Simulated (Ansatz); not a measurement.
Na (bcc, W type)

```
CELL_PARAMETERS angstrom
     -4.22229     4.22229     4.22229
      0.00000     0.00000     4.22229
      0.00000     4.22229     0.00000
ATOMIC_POSITIONS crystal
  Na 0.00000 0.00000 0.00000
  Na 0.50000 0.00000 0.00000
```

A phonon eigenvector at H = (0.5, 0.5, 0.5) is frozen into this cell: atom i moves by Q times the vector below, so Q is the largest atomic displacement, in Å. The cell is held. It is one choice among 3 degenerate patterns. (q is in reciprocal vectors of the primitive cell; the cell shown is doubled to hold the pattern.)

| atom | x | y | z |
|---|---|---|---|
| Na1 | 0.000 | 0.000 | -1.000 |
| Na2 | 0.000 | 0.000 | 1.000 |

All values below come from r2SCAN (plane waves to 500 eV, PAW, scalar-relativistic; Ansatz, an electronic-structure program). k mesh 16×16×16 (Γ-centred), Fermi-Dirac smearing 0.05 eV. With partly filled bands, energies and forces of such displacements shift with the k mesh and the smearing. Na was relaxed with its symmetry unable to fall. The PAW data are Ansatz's earlier set. 

```
Q (Å)   −dE/dQ from forces (eV/Å)
------  -------------------------
-0.100                      0.284
-0.083                      0.237
-0.067                      0.190
-0.050                      0.143
-0.033                      0.096
-0.017                      0.048
0.000                       0.000
0.017                      -0.048
0.033                      -0.096
0.050                      -0.143
0.067                      -0.190
0.083                      -0.237
0.100                      -0.284
```

Question: What harmonic wavenumber does the curvature at Q = 0 give?

Answer: 130 cm⁻¹. E″ = 2.87 eV/Å², M = Σ mᵢ|uᵢ|² = 46.0 u, ν̃ = 521.5·√(|E″|/M).

(A displaced cell: forces are minus the slopes of the energy, force constants its curvatures, and phonons follow from these.)
